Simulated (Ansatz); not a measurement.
The elements of this relaxed crystal are hidden behind letters.

```
lattice vectors (Å)
   3.1302    0.0000    0.0000
  -1.5651    2.7108    0.0000
   0.0000    0.0000    5.0180
fractional positions
X 0.3333 0.6667 0.0017
X 0.6667 0.3333 0.5017
Z 0.3333 0.6667 0.3833
Z 0.6667 0.3333 0.8833
```

Computed with DFT PBE, scalar-relativistic, plane waves, PAW (Ansatz). Cutoff 420 eV, Γ-centred 12×12×6 mesh (4-atom cell), Gaussian smearing of 0.02 eV, no spin polarisation.

```
Space group                                : P6_3mc (No. 186)
Conventional cell                          : a = 3.130 Å, c = 5.018 Å
Volume per atom                            : 10.64 Å³
Density                                    : 3.20 g/cm³
Formation energy                           : −1.368 eV/atom
Gap on the 12×12×6 mesh of the 4-atom cell : 4.03 eV
```

Energies are uncorrected and count from the elements' standard states at the same level.

Task: X is a p-block element of period 3 and Z is a p-block element of period 2. Which elements are they?

Result: X = Al, Z = N, so the formula is AlN, here in the wurtzite type. Density times volume gives a mean mass of 3.20 × 10.64/1.6605 = 20.5 u per atom, and this set has 20.5 u. Among the elements that the hints allow, noble gases aside, only these give it. Al is surrounded by 4 N at 1.90–1.91 Å; N has 4 Al at 1.90–1.91 Å.

Kohn–Sham gaps at this level usually fall short of measured ones. A structure relaxed within its symmetry needn't be a true minimum.
